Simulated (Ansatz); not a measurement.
YSF:
```cif
data_F2S2Y2
_chemical_formula_sum 'Y2 S2 F2'
_space_group_name_H-M_alt 'P4/nmm :1'
_space_group_IT_number 129
_space_group_name_Hall 'P 4ab 2ab -1ab'
_cell_length_a 3.77697
_cell_length_b 3.77697
_cell_length_c 6.82105
_cell_angle_alpha 90.000
_cell_angle_beta 90.000
_cell_angle_gamma 90.000
loop_
_space_group_symop_operation_xyz
  'x, y, z'
  '-y+1/2, x+1/2, z'
  '-x, -y, z'
  'y+1/2, -x+1/2, z'
  'x+1/2, -y+1/2, -z'
  '-y, -x, -z'
  '-x+1/2, y+1/2, -z'
  'y, x, -z'
  '-x+1/2, -y+1/2, -z'
  'y, -x, -z'
  'x+1/2, y+1/2, -z'
  '-y, x, -z'
  '-x, y, z'
  'y+1/2, x+1/2, z'
  'x, -y, z'
  '-y+1/2, -x+1/2, z'
loop_
_atom_site_label
_atom_site_type_symbol
_atom_site_symmetry_multiplicity
_atom_site_Wyckoff_symbol
_atom_site_fract_x
_atom_site_fract_y
_atom_site_fract_z
_atom_site_occupancy
Y1 Y 2 c 0.00000 0.50000 0.22695 1
S1 S 2 c 0.50000 0.00000 0.35429 1
F1 F 2 a 0.00000 0.00000 0.00000 1
```

Relaxed with r²SCAN.

### Question
Which orbitals make up the states near the band edges in plane-wave PAW r²SCAN (Ansatz code)?

### Answer
Top 1 eV of the valence band: S 3p 81 %, Y 4d 13 %. Bottom 1 eV of the conduction band: Y 4d 86 %, outside the projected shells 6 %. Projections are on Löwdin-orthogonalised atomic valence shells; empty p or d shells of many metals are not among them.

### Question
Tabulate the density of states.

### Answer
States/eV per cell of 6 atoms, in 0.25 eV bins, energy from the valence-band maximum.

```csv
E (eV),total,Y 4d,F 2p,S 3p
-7.85,0.00,0.00,0.00,0.00
-7.60,0.00,0.00,0.00,0.00
-7.35,0.00,0.00,0.00,0.00
-7.10,0.05,0.00,0.04,0.00
-6.85,3.62,0.33,3.03,0.10
-6.60,5.23,0.51,4.46,0.11
-6.35,4.90,0.40,4.15,0.17
-6.10,11.74,0.83,10.13,0.35
-5.85,6.62,0.37,5.95,0.12
-5.60,3.07,0.14,2.81,0.04
-5.35,2.71,0.11,2.52,0.03
-5.10,3.18,0.11,2.99,0.03
-4.85,5.13,0.17,4.88,0.04
-4.60,1.73,0.05,1.66,0.01
-4.35,0.00,0.00,0.00,0.00
-4.10,0.00,0.00,0.00,0.00
-3.85,0.00,0.00,0.00,0.00
-3.60,1.14,0.20,0.02,0.86
-3.35,3.71,0.58,0.22,2.69
-3.10,4.18,0.53,0.32,3.01
-2.85,3.30,0.45,0.17,2.46
-2.60,2.18,0.30,0.11,1.64
-2.35,1.03,0.13,0.06,0.79
-2.10,1.65,0.18,0.06,1.30
-1.85,4.90,0.71,0.14,3.87
-1.60,4.31,0.66,0.12,3.36
-1.35,6.72,1.17,0.24,5.10
-1.10,5.34,0.98,0.19,4.03
-0.85,3.24,0.53,0.09,2.52
-0.60,2.71,0.36,0.08,2.18
-0.35,2.70,0.23,0.08,2.26
-0.10,0.91,0.05,0.02,0.79
0.15,0.00,0.00,0.00,0.00
0.40,0.00,0.00,0.00,0.00
0.65,0.00,0.00,0.00,0.00
0.90,0.00,0.00,0.00,0.00
1.15,0.00,0.00,0.00,0.00
1.40,0.00,0.00,0.00,0.00
1.65,0.00,0.00,0.00,0.00
1.90,0.03,0.03,0.00,0.00
2.15,0.13,0.12,0.00,0.00
2.40,0.20,0.17,0.00,0.01
2.65,0.25,0.21,0.00,0.01
2.90,0.30,0.25,0.00,0.02
3.15,0.41,0.33,0.01,0.03
3.40,0.54,0.44,0.02,0.03
3.65,0.77,0.62,0.03,0.05
3.90,1.23,1.00,0.04,0.07
4.15,3.08,2.58,0.04,0.09
4.40,6.67,5.46,0.09,0.15
4.65,6.83,5.67,0.13,0.16
4.90,7.77,6.31,0.25,0.29
5.15,7.78,6.28,0.25,0.36
5.40,6.97,5.52,0.25,0.44
5.65,5.37,4.13,0.18,0.42
5.90,4.57,3.63,0.14,0.39
6.15,7.52,5.92,0.22,0.77
6.40,5.28,4.06,0.17,0.62
6.65,4.63,3.43,0.16,0.71
```

The first step of the workflow began from a Materials Project structure, measured or hypothetical; the Crystallography Open Database copy checked does not list it. COD files the formula under space group No. 194, so this cell is another polymorph or a model. Whether it is the stable phase at ambient conditions was not checked. The r²SCAN relaxation kept the symmetry of its start; whether a distortion lowers the energy is not shown. The run is not spin-polarised. Spin–orbit coupling is left out wherever it is not named.

Potentials: the later of the program's two PAW sets.
